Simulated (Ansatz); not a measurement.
Ansatz (a quantum-chemistry and plane-wave program) input:

Ansatz 0.2 input:
```yaml
crystal:
  lattice:
    - [0.0, 2.7101545499, 2.7101545499]
    - [2.7101545499, 0.0, 2.7101545499]
    - [2.7101545499, 2.7101545499, 0.0]
  atoms:
    - { symbol: Ca, position: [0.0, 0.0, 0.0] }
    - { symbol: F, position: [0.75, 0.75, 0.75] }
    - { symbol: F, position: [0.25, 0.25, 0.25] }
kpoints:
  mp_grid: { grid: [7, 7, 7] }
hamiltonian:
  xc: hse06
  pseudopotentials: { azcp: { folder: ./paw }, kind: paw }
scf:
  n_extra_bands: 6
  occupations: { method: fixed }
output:
  eigenvalues: true
  eigenstates:
    e_range: [-9.0, 18.9]
    kpoints:
      - [-0.005208, 0.494792, -0.5]  # VBM
      - [0.0, 0.0, 0.0]  # CBM
      - [0.0, 0.0, 0.0]  # GAMMA
      - [0.5, 0.0, 0.5]  # X
      - [0.5, 0.5, 0.5]  # L
      - [0.5, 0.25, 0.75]  # W
      - [0.375, 0.375, 0.75]  # K
      - [0.625, 0.25, 0.625]  # U
```

Output (shortened):

```
Pseudopotentials: kind: paw
Pseudopotential: Ca, paw, valence charge 10
Pseudopotential: F, paw, valence charge 7
Functional definition: HSE06
davidson cushion auto → on  (no smearing: the cushion is to keep the highest requested band from converging to the state above it …
Crystal: 3 atoms, lattice volume = 39.812 Å³
Basis set: ecut = 420 eV, 749 PW (Γ)
Bands: 18, of which v1, the nominal top of the filled ones, is band 12 counted from 1 (11 counted from 0)
Symmetry: 48 space group operations
Space group: Fm-3m (ITA 225), of the structure as read, at distance tolerance 3.4e-5 Å
k-points: 20 of 343
PAW frozen core: Ca, regenerated for the run's functional, and the local potential with it
PAW frozen core: F, regenerated for the run's functional, and the local potential with it
Initial density: superposition of atomic densities (chi_scale 0.1, normalization cell, long waves kept (reshape's long-wave potential 0.00 eV rms))
Initial wavefunctions: pseudopotential atomic-orbital guess
Eigensolver: davidson
Functional: x = pbe(κ = 0.804, μ = 0.2195149727645171), c = pbe(β = 0.06672455060314922), warm-up for x = pbe(κ = 0.804, μ = 0.2195149727645171) + 0.25 (exact …
SCF iter   1: F=—  HF=-3442.715508 eV  |F-HF|=—  |Δ(HF+E_count)|=         —  Δρ=1.58e-1  dr2=9.74e0  ethr=1.00e-1  ⟨swp⟩=5.5  Hψ=1395  notcnv=0
preconditioner: auto → none
SCF iter   2: F=—  HF=-3440.661901 eV  |F-HF|=—  |Δ(HF+E_count)|=    2.05e0  Δρ=1.12e-1  dr2=3.17e0  ethr=4.06e-2  ⟨swp⟩=4.0  Hψ=1112  notcnv=0
iter 3 solved again at ethr=4.00e-4 eV; its pass at ethr=1.32e-2 eV (dr2=9.59e-2 eV) is discarded
SCF iter   3: F=—  HF=-3439.761433 eV  |F-HF|=—  |Δ(HF+E_count)|=   9.00e-1  Δρ=1.54e-2  dr2=9.15e-2  ethr=4.00e-4  ⟨swp⟩=3.9  Hψ=1827  notcnv=0
SCF iter   4: F=—  HF=-3439.788177 eV  |F-HF|=—  |Δ(HF+E_count)|=   2.67e-2  Δρ=5.98e-3  dr2=8.77e-3  ethr=3.81e-4  ⟨swp⟩=3.0  Hψ=841  notcnv=0
SCF iter   5: F=-3439.794808 eV  HF=-3439.795266 eV  |F-HF|=4.58e-4  |Δ(HF+E_count)|=   7.09e-3  Δρ=1.37e-3  dr2=5.36e-4  ethr=3.65e-5  ⟨swp⟩=3.5  Hψ=1062  notcnv=0
SCF 1 stopped early in 5 iterations: F = -3439.794808 eV  dr2 = 5.36e-4
Crystal: 3 atoms, lattice volume = 39.812 Å³
Initial density: handed on by an earlier stage of this run
Initial wavefunctions: those handed on with the density
Functional: x = pbe(κ = 0.804, μ = 0.2195149727645171) + 0.25 (exact − pbe) at short range (hse, ω = 0.20786987370883472 Å⁻¹), c = pbe(β = 0.06672455060314922); HSE06 as pw.x's `hse` composes it (authors' and Libxc's form: `xc: wpbeh`)
Exchange kernel: α = 0.2500, screened, ω = 0.2079 Å⁻¹, Wigner–Seitz truncation, v(0) = 1046.8831 eV·Å³, q-mesh 7×7×7, nearest image of the exchange supercell L …
Frozen-core exchange: fock
SCF iter   1: F=—  HF=-3440.377453 eV  |F-HF|=—  |Δ(HF+E_count)|=         —  Δρ=1.07e-2  dr2=5.87e-2  ethr=2.23e-5  ⟨swp⟩=5.0  Hψ=1522  notcnv=0
preconditioner: auto → none
SCF iter   2: F=—  HF=-3440.358566 eV  |F-HF|=—  |Δ(HF+E_count)|=   1.89e-2  Δρ=3.17e-3  dr2=5.23e-3  ethr=2.23e-5  ⟨swp⟩=4.0  Hψ=1252  notcnv=0
SCF iter   3: F=—  HF=-3440.363013 eV  |F-HF|=—  |Δ(HF+E_count)|=   4.45e-3  Δρ=8.45e-4  dr2=3.53e-4  ethr=1.81e-5  ⟨swp⟩=3.0  Hψ=1039  notcnv=0
SCF iter   4: F=—  HF=-3440.362917 eV  |F-HF|=—  |Δ(HF+E_count)|=   9.58e-5  Δρ=3.51e-4  dr2=5.96e-5  ethr=1.08e-6  ⟨swp⟩=3.9  Hψ=986  notcnv=0
SCF iter   5: F=—  HF=-3440.362984 eV  |F-HF|=—  |Δ(HF+E_count)|=   6.71e-5  Δρ=2.44e-4  dr2=9.39e-6  ethr=2.15e-7  ⟨swp⟩=4.0  Hψ=1003  notcnv=0  defer=5
SCF iter   6: F=-3440.362978 eV  HF=-3440.362983 eV  |F-HF|=4.68e-6  |Δ(HF+E_count)|=   1.49e-6  Δρ=1.14e-4  dr2=5.29e-6  ethr=3.76e-8  ⟨swp⟩=3.9  Hψ=949  notcnv=0  defer=5
SCF 2 stopped early in 6 iterations: F = -3440.362978 eV  dr2 = 5.29e-6
hybrid outer 1: dexx = +6.731e-3 eV, tail = 2.17e-5 eV
Crystal: 3 atoms, lattice volume = 39.812 Å³
Exchange kernel: α = 0.2500, screened, ω = 0.2079 Å⁻¹, Wigner–Seitz truncation, v(0) = 1046.8831 eV·Å³, q-mesh 7×7×7, nearest image of the exchange supercell L …
Frozen-core exchange: fock
SCF iter   1: F=—  HF=-3440.363128 eV  |F-HF|=—  |Δ(HF+E_count)|=         —  Δρ=7.17e-5  dr2=4.73e-7  ethr=4.51e-7  ⟨swp⟩=3.0  Hψ=901  notcnv=0
preconditioner: auto → none
SCF iter   2: F=—  HF=-3440.363129 eV  |F-HF|=—  |Δ(HF+E_count)|=   7.38e-7  Δρ=3.39e-5  dr2=6.54e-7  ethr=1.76e-9  ⟨swp⟩=4.0  Hψ=1243  notcnv=0
SCF iter   3: F=—  HF=-3440.363129 eV  |F-HF|=—  |Δ(HF+E_count)|=   2.29e-7  Δρ=2.06e-5  dr2=1.61e-7  ethr=1.76e-9  ⟨swp⟩=3.9  Hψ=962  notcnv=0  defer=10
iter 4 solved again at ethr=2.70e-11 eV; its pass at ethr=6.29e-10 eV (dr2=6.49e-9 eV) is discarded
SCF iter   4: F=-3440.363129 eV  HF=-3440.363129 eV  |F-HF|=6.19e-9  |Δ(HF+E_count)|=   5.30e-8  Δρ=3.80e-6  dr2=8.18e-9  ethr=2.70e-11  ⟨swp⟩=2.1  Hψ=1907  notcnv=0
SCF 3 converged in 4 iterations: F = -3440.363129 eV  dr2 = 8.18e-9
hybrid outer 2: dexx = +5.225e-7 eV, tail = 2.39e-8 eV, Δε = 3.49e-3 eV (about 1.32e-4 eV left of the loop's levels)
NSCF: frozen V_eff on 8 k-points
hybrid SCF converged: 2 outer / 10 inner (+5 warm-up), last move |dexx| = 5.23e-7 eV, tail = 2.39e-8 eV
Stability not checked (fock_operator)
Free energy (F): -3440.363129 eV
Frozen-core exchange: fock
Harris-Foulkes:  -3440.363129 eV  (|F-HF|=6.19e-9)
Internal energy: -3440.363129 eV  (E = F + TS)
E sigma→0 (E₀):  -3440.363129 eV
Fermi energy:    1.909045 eV
--- Per-component energies (eV) ---
  E_band       = -233.687060
  E_kinetic    = 656.227334
  E_local      = -1784.070805  (includes V_loc(G=0)·N_el)
  E_nonlocal   = 261.342471
  E_hartree    = 633.637293
  E_xc         = -227.400574
  E_vxc        = -285.154833  (∫ρ·V_xc dr)
  E_exx        = -82.515027  (= α·E_x^exact, valence–valence)
  E_paw        = -1251.418828  (= ΣΔE_a)
  E_vpaw       = -184.276536  (= ΣTr[D̂ρ^β])
  E_aug_tail   = 0.001391  (compensation charges beyond the density's cutoff)
  E_ewald      = -1645.953763
  E_core_change = -0.212621  (= ΣΔE_core)
  E_smearing   =  0.000000  (= −TS)
  E_closure    =  0.000000  (closes the sum)
  Σ components = -3440.363129   (vs F -3440.363129, Δ=0.00e0)
  [band-id]    e_kinetic+e_local+e_nonlocal+2·e_hartree+e_vxc+2·e_exx+e_vpaw+e_augmentation_tail = -233.686445   (vs E_band -233.687060, Δ=6.15e-4)
--- Band table (eV; the first three rows and the last of 20) ---
  k-point 0: bands = ["-35.9951", "-19.6480", "-18.8158", "-15.4605", "-15.4605", "-15.4605", "-0.3284", "-0.3284", "-0.3284", "1.6695", "1.6695", "1.6695", "11.4557", "13.8436", "13.8436", "16.2127", "16.2127", "16.2127"]
  k-point 1: bands = ["-35.9875", "-19.6846", "-18.8716", "-15.4704", "-15.4704", "-15.3851", "-0.2299", "-0.2299", "-0.1497", "1.4362", "1.5722", "1.5722", "11.9792", "13.8872", "13.8872", "15.9970", "16.1523", "16.1523"]
  k-point 2: bands = ["-35.9704", "-19.7271", "-19.0436", "-15.4925", "-15.4925", "-15.2022", "0.0193", "0.0193", "0.2420", "0.9767", "1.3328", "1.3328", "13.1036", "13.9875", "13.9875", "15.6778", "16.0182", "16.0182"]
  k-point 19: bands = ["-35.9424", "-19.6215", "-19.5001", "-15.5801", "-15.2547", "-15.1070", "-0.5160", "-0.1957", "0.6497", "0.9657", "1.5998", "1.8055", "12.8452", "14.4969", "14.6117", "14.9006", "15.8316", "18.6623"]
  band table: 18 of 18 bands, residual norms ≤ 1.0e-3 eV
```

Cost: roughly 2.4 core-minutes on shared cores.

The points marked VBM and CBM come from a semilocal run.

The cell was relaxed with PBEsol under the symmetry of its start.

Potentials: the earlier of the program's two PAW sets. The files were generated under PBE; for other functionals the program regenerates the frozen cores, and for LDA and PBEsol the local potential too.

Ansatz is a plane-wave DFT program.
